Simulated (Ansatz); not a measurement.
Trial structure of Al3P2, not yet relaxed:

```
CELL_PARAMETERS angstrom
4.25388 0.00000 0.00000
-2.12694 3.68397 0.00000
0.00000 0.00000 5.22361
ATOMIC_POSITIONS crystal
Al 0.00000 0.00000 0.74540
Al 0.00000 0.00000 0.25460
Al 0.66667 0.33333 0.00000
P 0.66667 0.33333 0.50000
P 0.33333 0.66667 0.00000
```

The calculation used DFT PBE, scalar-relativistic, plane waves, PAW (Ansatz). Plane waves to 420 eV, a k mesh through Γ of 6×6×4 on the computed 5-atom cell and Gaussian smearing (0.10 eV); no spin polarisation.

The zero of energy is the elements' standard structures at the same level; no fitted shifts are applied. The references include black phosphorus.

Q: How far from equilibrium is it?

A: The pressure is 3.3 GPa (the mean over three directions, positive in compression), the largest force is 0.35 eV/Å, and the energy is +0.10 eV/atom against the elements. The shortest distance is 2.46 Å.

Q: Is it a good guess?

A: A fair one: relaxing gains under 0.1 eV/atom (the start's value is from the coarse mesh, so the gain is rough) in 26 ionic steps and ends at +0.04 eV/atom on the finer mesh. The symmetry stays P-6m2 (No. 187). The volume per atom grows by 11.5 %, from 16.4 to 18.3 Å³. The shortest distance goes from 2.46 Å (Al–P) to 2.29 Å (Al–P). The ratio c/a of the conventional cell changes by a factor of 1.37. Conventional cell: a = 3.968 Å, c = 6.694 Å. Al on a site of symmetry 3m has 3 P at 2.69 Å, 1 Al at 2.80 Å, 3 Al at 3.01 Å and 3 P at 3.01 Å; Al on a site of symmetry -6m2 has 3 P at 2.29 Å and 6 Al at 3.01 Å; around P on its first site lie 6 Al at 2.69 Å; 1 more site not described.

The last run used a 12×12×6 mesh (in the run's order of axes) for its 5-atom cell and Gaussian smearing of 0.10 eV. An odd number of electrons in the primitive cell allows no gap without spin; a larger cell or a magnetic state could open one. The cell is a metal run without spin; a magnetic state may lie lower. The reference form of P is held partly by dispersion forces, which this level lacks. The relaxation can't lower the symmetry of the start, and the grade says only how near the guess is to its own end. Symmetry constrained the relaxation, so the result can be a saddle point. Another cell of Al3P2 relaxed alike, in R-3m, lies 290 meV/atom lower, so this cell isn't the stable form at this level.
